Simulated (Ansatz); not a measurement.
Values for one crystal, relaxed and computed with r²SCAN (plane waves, PAW; program Ansatz); other levels are named.

```yaml
volume_per_atom: 11.92 Å³
electronic_character: metallic (no gap)
Formation energy from the elements (no fitted shifts): -0.36 eV/atom
Density of states at the Fermi level: 0.41 states/eV per atom (mean over ±0.08 eV)
Bulk modulus (Birch–Murnaghan fit): 176 GPa
Gap with spin–orbit coupling: none (metallic)
Pressure derivative B′: 4.8
```

**Question.** Pick the material that matches.
A. ZrOs, CsCl type
B. GaNi, CsCl type
C. LiGa, Fd-3m (Li on 8a, Ga on 8b)
D. FeNi3, Cu3Au type

**Answer.** B, GaNi, CsCl type

Space group Pm-3m (CsCl type). The workflow started from an entry of the Crystallography Open Database (COD). Its standing as an ambient phase is unchecked. The cell was relaxed with r²SCAN under the symmetry of its start; whether a distortion lowers the energy is not shown. The workflow began spin-polarised and lost its moments. The references are the lowest solids computed at this level, not always the standard phases. Scalar-relativistic: spin–orbit coupling is off unless named, which matters more the heavier the elements.

Potentials: the later of the program's two PAW sets.
